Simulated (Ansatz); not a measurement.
**Relaxing a structure of Hf**

The start is a relaxed Hf cell, doubled along one cell vector, shaken by Gaussian noise of σ = 0.08 Å a coordinate. The cell and all atomic positions are relaxed at zero pressure with r2SCAN (plane waves to 500 eV, PAW, scalar-relativistic; Ansatz, a first-principles code). First-step values are on the input's coarse k-mesh.

Ansatz input (later rounds restart from its end on a renewed k-mesh):
Ansatz 0.2 input:
```yaml
crystal:
  lattice:
    - [6.3853233234, -0.0000000001, 0]
    - [-1.5963308308, 2.7649261047, 0]
    - [0, 0, 10.1983173296]
  atoms:
    - { symbol: Hf, position: [-0.0146388816, 0.004225567, 0.0174801528] }
    - { symbol: Hf, position: [0.4971243217, -0.002320576, -0.0071921631] }
    - { symbol: Hf, position: [0.0084747836, 0.0322074113, 0.5079325841] }
    - { symbol: Hf, position: [0.4848960871, -0.0061986348, 0.5092205332] }
    - { symbol: Hf, position: [0.157393214, 0.6458040274, 0.2355168687] }
    - { symbol: Hf, position: [0.663152321, 0.6638852196, 0.2521885145] }
    - { symbol: Hf, position: [0.3234609022, 0.3163807644, 0.7612860734] }
    - { symbol: Hf, position: [0.8029833465, 0.3398648441, 0.7568137579] }
basis: { ecutwfc: 500, ecutrho_ratio: 4, xc_grid: 4, fft_grid_basis: typed }
kpoints: { mp_grid: { grid: [6, 12, 4] } }
hamiltonian:
  xc: r2scan
  dispersion: none
  pseudopotentials: { kind: paw }
scf: { occupations: { method: fermi_dirac, width: 0.05 } }
relax: { f_tol: 0.01, max_steps: 100, cell: { stress_tol: 0.02 } }
output: { forces: true, stress: true }
```

Question: What is the largest force in the starting geometry, and on which atom (counted from 1)?

Answer: 1.96 eV/Å, on Hf5 (atoms numbered as listed).

Question: How much energy is released per atom?

Answer: 0.07 eV/atom.

Question: How do the shortest distances between atoms change?

Answer: The closest pairs of elements (up to four, under 3.6 Å), start → end: Hf–Hf 2.85 → 3.15 Å.

Question: Is the relaxed structure metallic? Give its gap.

Answer: Zero (metallic).

It ends as:

```cif
data_Hf4
_chemical_formula_sum 'Hf4'
_space_group_name_H-M_alt 'P63/mmc'
_space_group_IT_number 194
_space_group_name_Hall '-P 6c 2c'
_cell_length_a 3.19267
_cell_length_b 3.19267
_cell_length_c 10.19834
_cell_angle_alpha 90.000
_cell_angle_beta 90.000
_cell_angle_gamma 120.000
loop_
_atom_site_label
_atom_site_type_symbol
_atom_site_symmetry_multiplicity
_atom_site_Wyckoff_symbol
_atom_site_fract_x
_atom_site_fract_y
_atom_site_fract_z
_atom_site_occupancy
Hf1 Hf 2 a 0.00000 0.00000 0.00000 1
Hf2 Hf 2 c 0.33333 0.66667 0.25000 1
```

Final values are on a 17×17×5 k-mesh of the relaxed cell. No spin polarisation in the result.

The relaxed structure here is a generated cell of Hf: the first start was made by placing the elements on the sites of a structure type, and the end was not matched to a known phase here, so it may be hypothetical. A known form of Hf has the same space group; whether the sites agree was not checked.
